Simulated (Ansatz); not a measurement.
# Data sheet: MoP (DFT)

MoP:
```
CELL_PARAMETERS angstrom
      3.20656     0.00000     0.00000
     -1.60328     2.77696     0.00000
      0.00000     0.00000     3.17348
ATOMIC_POSITIONS crystal
  Mo 0.00000 0.00000 0.00000
  P  0.66667 0.33333 0.50000
```

Space group P-6m2 (No. 187); conventional cell a = 3.207 Å, b = 3.207 Å, c = 3.173 Å, α = 90.00°, β = 90.00°, γ = 120.00°.

Method: DFT-PBEsol in the program Ansatz with PAW potentials. Geometry: relaxed at this level of theory. Other levels are named where they apply.

**Cell and energy**

```
Property                                                       Value
-----------------------------------------------------  -------------
Volume per atom                                             14.13 Å³
Density                                                   7.46 g/cm³
Formation energy from the elements (no fitted shifts)  -0.76 eV/atom
```

**Electronic structure**

```
Item                                                                         Value
------------------------------------  --------------------------------------------
Electronic character                                             metallic (no gap)
Density of states at the Fermi level  0.38 states/eV per atom (mean over ±0.08 eV)
Gap with spin–orbit coupling                                       none (metallic)
```

**Mechanics**

```
Quantity                                                                                     Result
--------------------------------------------  -----------------------------------------------------
Bulk modulus (Birch–Murnaghan fit)                                                          233 GPa
Pressure derivative B′                                                                          4.3
Elastic constants (relaxed ions, GPa)         C11 = 364, C12 = 132, C13 = 168, C33 = 515, C44 = 184
Mechanical stability                                         stable (all eigenvalues of C positive)
Hill bulk and shear moduli                                                          238 and 145 GPa
Young's modulus                                                                             361 GPa
Poisson's ratio                                                                                0.25
Debye temperature from the elastic constants                                                  602 K
```

**Charges**

```
Item                        Result
-------------  -------------------
Bader charges  Mo +0.70, P -0.70 e
```

The cell was relaxed with PBEsol under the symmetry of its start. The run is not spin-polarised. As this level gives no gap, shear constants depend on the k-mesh and smearing (Fermi–Dirac, 0.1 eV here). The references are the lowest solids computed at this level, not always the standard phases. Spin–orbit coupling is left out wherever it is not named.

Potentials: the later of the program's two PAW sets.
